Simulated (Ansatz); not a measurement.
TePt (NiAs type, P6_3/mmc) at seven volumes, DFT-PBEsol in the program Ansatz with PAW potentials, shape and atoms relaxed at each. One row is withheld.

| V (Å³/atom) | P (GPa) |
|---|---|
| 19.463 | 16.35 |
| 20.105 | 9.88 |
| 20.746 | 4.49 |
| 21.388 | 0.00 |
| 22.030 | ? |
| 22.671 | -6.88 |
| 23.313 | -9.48 |

Task: Fit the shown pressures and predict the withheld one.

Result: Third-order Birch–Murnaghan: P = (3/2)B₀(x^(7/2) − x^(5/2))[1 + (3/4)(B′ − 4)(x − 1)] with x = (V₀/V)^(2/3). Least squares on the six rows gives V₀ = 21.387 Å³/atom, B₀ = 136.6 GPa, B′ = 5.04. At V = 22.030, x = 0.9804 and P = -3.76 GPa. The run itself gave -3.75 GPa.

The workflow started from a Materials Project entry (that database holds measured and hypothetical structures alike); the Crystallography Open Database files this formula in space group No. 194, but the cells were not matched. Its standing as an ambient phase is unchecked. The PBEsol relaxation kept the symmetry of its start; whether a distortion lowers the energy is not shown. No spin polarisation was allowed. Spin–orbit coupling is left out wherever it is not named.

Potentials: the later of the program's two PAW sets.
